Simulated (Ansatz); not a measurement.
## Sr5Ru2N6: Coordination and 87Sr quadrupole coupling

Cell: a Materials Project structure (computed, not necessarily an observed phase), taken as it stands.

Space group C2/c (No. 15); a = 10.5144, b = 6.8980, c = 13.2934 Å, β = 102.58°.

```csv
site,Wyckoff,site symmetry,x,y,z
Sr1,8f,1,0.5634,0.2387,0.4986
Sr5,8f,1,0.1589,0.8999,0.2177
Sr9,4e,2,0.5000,0.8833,0.2500
Ru,8f,1,0.7690,0.1004,0.0584
N15,8f,1,0.9447,0.0475,0.1240
N19,8f,1,0.6475,0.0434,0.1424
N23,8f,1,0.2918,0.9631,0.0794
```

One atom of each set is listed; the run and its k-mesh use a cell of 26 atoms with edges of 6.29, 6.29, 13.29 Å.

Level of theory: DFT, PBE, plane waves and PAW, scalar-relativistic, collinear spin, 420 eV cutoff, Γ-centred 6×6×3 k-points, Fermi–Dirac smearing 0.05 eV (Ansatz 0.2.0). Start moments as typed (μB): 2 on each Ru, none on the rest.

Q(87Sr) = 305.0 mb.

Problem. Rank these Sr sites by |C_Q|, smallest first.
A. Sr1: 6 N at 2.67–3.17 Å; also 4 Ru at 3.17–3.54 Å, 1 Sr at 3.47 Å, 1 N at 3.55 Å
B. Sr5: 5 N at 2.54–2.77 Å
C. Sr9: 6 N at 2.58–2.84 Å

Solution. C (35.3 MHz, η = 0.44), A (46.3 MHz, η = 0.54), B (57.6 MHz, η = 0.46).

The largest force is 0.4 eV/Å, so the atoms aren't at the calculated equilibrium and relaxing them would move these values. The run finds no gap above 0.1 eV (a metal, or nearly one), so the gradients can move by 10 % or more with the k-mesh. Without spin–orbit coupling (the program notes it for Sr) the gradients can shift somewhat, as the gap is small. Semilocal functionals make gaps too small and can close them, so the real compound need not be a metal. The start moments die out, and the run ends without spin.
